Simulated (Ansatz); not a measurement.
Li3Au under compression and expansion

```cif
data_structure
_symmetry_space_group_name_H-M 'Fm-3m'
_symmetry_Int_Tables_number 225
_cell_length_a 6.3020
_cell_length_b 6.3020
_cell_length_c 6.3020
_cell_angle_alpha 90.000
_cell_angle_beta 90.000
_cell_angle_gamma 90.000
_cell_volume 250.29
loop_
_atom_site_label
_atom_site_type_symbol
_atom_site_symmetry_multiplicity
_atom_site_Wyckoff_symbol
_atom_site_fract_x
_atom_site_fract_y
_atom_site_fract_z
_atom_site_occupancy
Li1 Li 8 c 0.25000 0.75000 0.75000 1
Li2 Li 4 b 0.50000 0.00000 0.00000 1
Au1 Au 4 a 0.00000 0.00000 0.00000 1
```

The runs use the primitive cell with vectors (0.000, 3.151, 3.151), (3.151, 0.000, 3.151), (3.151, 3.151, 0.000) Å, to which the k mesh refers.

The cell is COD entry 1510223, as deposited and not checked against the literature; nothing was relaxed.

Spin–orbit coupling is left out, though it moves levels of the heavy atoms by tenths of an eV or more.

Methods: DFT, PBEsol, all-electron LAPW, scalar-relativistic (Ansatz 0.2.0); DFT, PBEsol, PAW with Ansatz's default frozen-core files, scalar-relativistic (Ansatz 0.2.0).

For LAPW: a Γ-centred 10×10×10 k mesh, Fermi–Dirac smearing of 0.03 eV, basis error target 1 meV/atom, no spin polarisation. PAW takes a cutoff of 420 eV at this cell (files made with PBE, cores remade for this functional). The Ansatz runs share mesh, smearing and spin set-up. Plane-wave (PAW) pressures include the program's estimate of the Pulay term.

The cell above is scaled evenly, with fractional coordinates and shape held.

```json
{"V/V(cell)": "0.9400", "V (Å³/atom)": "14.704", "P, LAPW (GPa)": "0.84", "P, PAW (GPa)": "0.85", "free energy over the lowest listed, PAW (meV/atom)": "0.9"}
{"V/V(cell)": "0.9600", "V (Å³/atom)": "15.017", "P, LAPW (GPa)": "0.02", "P, PAW (GPa)": "0.04", "free energy over the lowest listed, PAW (meV/atom)": "0.0"}
{"V/V(cell)": "0.9800", "V (Å³/atom)": "15.330", "P, LAPW (GPa)": "-0.71", "P, PAW (GPa)": "-0.70", "free energy over the lowest listed, PAW (meV/atom)": "0.7"}
{"V/V(cell)": "0.9900", "V (Å³/atom)": "15.486", "P, LAPW (GPa)": "-1.05", "P, PAW (GPa)": "-1.04", "free energy over the lowest listed, PAW (meV/atom)": "1.5"}
{"V/V(cell)": "1.0000", "V (Å³/atom)": "15.643", "P, LAPW (GPa)": "-1.37", "P, PAW (GPa)": "-1.36", "free energy over the lowest listed, PAW (meV/atom)": "2.7"}
{"V/V(cell)": "1.0100", "V (Å³/atom)": "15.799", "P, LAPW (GPa)": "-1.67", "P, PAW (GPa)": "-1.66", "free energy over the lowest listed, PAW (meV/atom)": "4.1"}
{"V/V(cell)": "1.0200", "V (Å³/atom)": "15.956", "P, LAPW (GPa)": "-1.96", "P, PAW (GPa)": "-1.95", "free energy over the lowest listed, PAW (meV/atom)": "5.9"}
{"V/V(cell)": "1.0400", "V (Å³/atom)": "16.269", "P, LAPW (GPa)": "-2.49", "P, PAW (GPa)": "-2.48", "free energy over the lowest listed, PAW (meV/atom)": "10.2"}
{"V/V(cell)": "1.0600", "V (Å³/atom)": "16.581", "P, LAPW (GPa)": "-2.97", "P, PAW (GPa)": "-2.96", "free energy over the lowest listed, PAW (meV/atom)": "15.6"}
```

(1) What do Birch–Murnaghan fits to the pressures give?

## Answers

(1) LAPW: V0 = 15.03 Å³/atom, B0 = 37 GPa, B0′ = 4.1; PAW: V0 = 15.03 Å³/atom, B0 = 37 GPa, B0′ = 4.1.
